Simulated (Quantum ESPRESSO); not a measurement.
# Ag2ScRhMgWHf2: different elements on one site, starting from this cell

A calculation, not a measurement. The program is pw.x of Quantum ESPRESSO 7.5 (plane-wave density functional theory). The cell is made up: eight metal atoms on a face-centred cubic lattice, with elements, volume, strain and displacements drawn at random and not relaxed, so it may be unstable or far from any real phase. PseudoDojo standard norm-conserving files set the functional (PBE unless stated); there is no spin polarisation or spin-orbit coupling, the Fermi-Dirac width of 0.25 eV means electrons at about 2900 K, and the masses in the input are unused placeholders. Heavy elements are run without spin-orbit coupling, which real alloys of them have. A spin test at this wide smearing found no moment, but such smearing suppresses magnetism that the real alloy may have.

The runs put different elements on site 3. Cell, positions, cutoff, mesh and smearing stay as in the input of run 1; sites are counted in its order. Stress in the tables is positive in tension.

Input of run 1:

```
&control calculation='scf', pseudo_dir='./dojo.nc.sr.pbe.v0_5.standard.upf', outdir='./o', disk_io='minimal', tprnfor=.true., tstress=.true. /
&system ibrav=0, nat=8, ntyp=6, nbnd=71, ecutwfc=87.97787729, nosym=.true., tot_charge=0,
 occupations='smearing', smearing='fd', degauss=0.0183746611
/
&electrons conv_thr=1.470e-08, electron_maxstep=70, mixing_beta=0.5 /
ATOMIC_SPECIES
Ag 1.0 Ag.upf
Hf 1.0 Hf.upf
Mg 1.0 Mg.upf
Rh 1.0 Rh.upf
Sc 1.0 Sc.upf
W 1.0 W.upf
CELL_PARAMETERS angstrom
-4.2793 -0.0381 -0.0086
-0.0295 -4.1538 4.3161
0.0614 6.2412 2.1685
ATOMIC_POSITIONS angstrom
Ag 0.0484 -0.0157 -0.0575
Sc 0.1006 1.9707 2.1276
Rh 0.1201 -2.1413 2.2366
Ag 0.0694 0.082 4.1539
Mg -2.0864 4.2145 2.1959
W -2.1643 0.0518 1.9398
Hf -2.0545 1.9522 4.1369
Hf -2.0876 -2.0115 4.3872
K_POINTS automatic
6 4 4 1 1 1
```

| run | elements on sites 1 to 8 | -TS (eV) | pressure (GPa) | stress xx (GPa) | stress yy (GPa) | stress zz (GPa) | stress yz (GPa) | stress xz (GPa) | stress xy (GPa) | iterations |
| --- | --- | --- | --- | --- | --- | --- | --- | --- | --- | --- |
| 1 | Ag Sc Rh Ag Mg W Hf Hf | -1.450 | -1.80 | 1.47 | 3.08 | 0.86 | 0.45 | 0.17 | 1.42 | 17 |
| 2 | Ag Sc Ti Ag Mg W Hf Hf | -1.749 | 2.50 | -3.76 | -0.41 | -3.33 | -0.53 | 0.50 | 1.50 | 17 |
| 3 | Ag Sc Pt Ag Mg W Hf Hf | -1.418 | -0.99 | 0.62 | 1.98 | 0.36 | 0.78 | 0.10 | 1.40 | 16 |
| 4 | Ag Sc Ir Ag Mg W Hf Hf | -1.404 | -2.66 | 2.64 | 4.12 | 1.23 | 0.57 | 0.18 | 1.54 | 16 |
| 5 | Ag Sc Ag Ag Mg W Hf Hf | -1.429 | 2.42 | -3.90 | -1.40 | -1.96 | 0.39 | 0.13 | 1.31 | 15 |

Forces Fx Fy Fz (eV/Å):

| site | run 1 | run 2 | run 3 | run 4 | run 5 |
| --- | --- | --- | --- | --- | --- |
| 1 | -0.16 -0.29 -0.13 | -0.12 -0.25 -0.13 | -0.19 -0.30 -0.12 | -0.17 -0.34 -0.11 | -0.16 -0.25 -0.15 |
| 2 | -0.41 0.72 -0.29 | -0.42 0.29 -0.60 | -0.41 0.77 -0.21 | -0.40 0.85 -0.20 | -0.43 0.48 -0.41 |
| 3 | 0.04 0.18 -0.18 | -0.53 1.16 -0.07 | 0.05 0.10 -0.35 | 0.13 0.17 -0.23 | -0.33 0.43 -0.41 |
| 4 | -0.12 -0.92 0.42 | -0.10 -0.76 0.59 | -0.13 -0.92 0.45 | -0.12 -0.94 0.42 | -0.11 -0.86 0.55 |
| 5 | 0.13 0.45 0.33 | 0.23 0.36 0.09 | 0.13 0.47 0.28 | 0.13 0.42 0.40 | 0.17 0.49 0.06 |
| 6 | 0.67 -0.60 1.42 | 0.78 -1.03 1.15 | 0.65 -0.43 1.43 | 0.64 -0.98 1.50 | 0.75 0.12 1.29 |
| 7 | -0.17 0.90 0.87 | 0.03 0.54 0.57 | -0.15 0.69 0.82 | -0.19 1.23 0.95 | -0.01 -0.12 0.56 |
| 8 | 0.01 -0.44 -2.43 | 0.11 -0.32 -1.58 | 0.04 -0.38 -2.31 | -0.01 -0.41 -2.73 | 0.12 -0.28 -1.48 |

Energies are left out, as each element's file has its own zero. A rerun of one cell of this series at a higher cutoff and on a denser mesh moved values by no more than 0.002 eV in energy, 0.04 GPa in stress and 0.006 eV/Å in force, and a second program with other atomic files agreed on that cell to 2 % rms in force and 0.5 GPa in pressure.